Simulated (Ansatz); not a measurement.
Computed with Ansatz, DFT PBE, scalar-relativistic, plane waves, PAW. Settings: cutoff 420 eV, Γ-centred meshes spaced at most about 0.3 Å⁻¹, and about 0.25 Å⁻¹ or finer for metals (2π included), Gaussian smearing. No spin polarisation in the final relaxations.

These are static total energies at zero pressure. All come from trial cells, and lower structures may exist.

Task: Order these relaxed structures of Ta2SiOF2 by energy, lowest first, with the energy over the lowest of them.
1.

```
CELL_PARAMETERS angstrom
2.96625 0.00000 0.00000
-1.48313 2.56885 0.00000
0.00000 0.00000 13.18660
ATOMIC_POSITIONS crystal
Ta 0.00000 0.00000 0.00924
Ta 0.33333 0.66667 0.82683
Si 0.00000 0.00000 0.44953
O 0.66667 0.33333 0.09421
F 0.00000 0.00000 0.71601
F 0.33333 0.66667 0.34418
```

2.

```
CELL_PARAMETERS angstrom
4.73728 0.00000 0.00000
0.00000 4.73728 0.00000
0.00000 0.00000 4.14008
ATOMIC_POSITIONS crystal
Ta 0.50000 0.00000 0.00000
Ta 0.00000 0.50000 0.00000
Si 0.50000 0.50000 0.00000
O 0.00000 0.00000 0.00000
F 0.50000 0.00000 0.50000
F 0.00000 0.50000 0.50000
```

3.

```
CELL_PARAMETERS angstrom
3.65617 0.00000 0.00000
-1.82809 3.16634 0.00000
0.00000 0.00000 6.48267
ATOMIC_POSITIONS crystal
Ta 0.66667 0.33333 0.71183
Ta 0.33333 0.66667 0.28817
Si 0.00000 0.00000 0.00000
O 0.00000 0.00000 0.50000
F 0.66667 0.33333 0.28625
F 0.33333 0.66667 0.71375
```

4.

```
CELL_PARAMETERS angstrom
4.04700 0.00000 0.00000
0.00000 4.04700 0.00000
0.00000 0.00000 6.08967
ATOMIC_POSITIONS crystal
Ta 0.50000 0.00000 0.01302
Ta 0.00000 0.50000 0.01302
Si 0.00000 0.00000 0.26866
O 0.50000 0.50000 0.88555
F 0.00000 0.00000 0.54041
F 0.50000 0.50000 0.27794
```

Result: 1 (0 meV/atom), 2 (108 meV/atom), 4 (157 meV/atom), 3 (541 meV/atom). Forms: 1 P3m1; 2 P4/mmm; 4 P4mm; 3 P-3m1.

No dispersion correction is applied, so the spacing and binding between layers, chains or molecules are poorly described (P3m1, P4mm), and this can change margins and order among such cells. These runs have no spin–orbit coupling, which can matter for Ta. A magnetic state wasn't ruled out in cells without spin, among them P4/mmm. Cells relaxed within their symmetry can be saddle points. Some structure types and database cells were kept out of the candidates from the start, so a known form may be missing.
